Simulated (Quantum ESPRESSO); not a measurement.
```cif
data_Cu2Na2O4
_chemical_formula_sum 'O4 Na2 Cu2'
_space_group_name_H-M_alt 'C2/m'
_space_group_IT_number 12
_space_group_name_Hall '-C 2y'
_cell_length_a 6.38753
_cell_length_b 2.69456
_cell_length_c 5.96526
_cell_angle_alpha 90.000
_cell_angle_beta 120.689
_cell_angle_gamma 90.000
loop_
_atom_site_label
_atom_site_type_symbol
_atom_site_symmetry_multiplicity
_atom_site_Wyckoff_symbol
_atom_site_fract_x
_atom_site_fract_y
_atom_site_fract_z
_atom_site_occupancy
O1 O 4 i 0.07597 0.50000 0.23279 1
Na1 Na 2 c 0.50000 0.50000 0.50000 1
Cu1 Cu 2 a 0.00000 0.00000 0.00000 1
```
(The calculation used a cell of 4 atoms; values per cell refer to that cell.)

The PBEsol cell relaxed from Materials Project entry mp-4541 was given an isotropic strain of -1.5 % on all lattice vectors, and the atoms were relaxed again.

What does PBEsol (Quantum ESPRESSO, PseudoDojo norm-conserving, 92 Ry, no spin-orbit coupling) give for the electronic structure near the Fermi level?

The PBEsol gap is 0.49 eV; at least one edge lies off the plotted path, at a point of the SCF mesh. The smallest direct gap is 0.92 eV. Another conduction extremum on the path lies within 0.02 eV, too close to call. The 3d shell has no Hubbard U; the runs are without spin polarisation, and magnetic order was not tried.
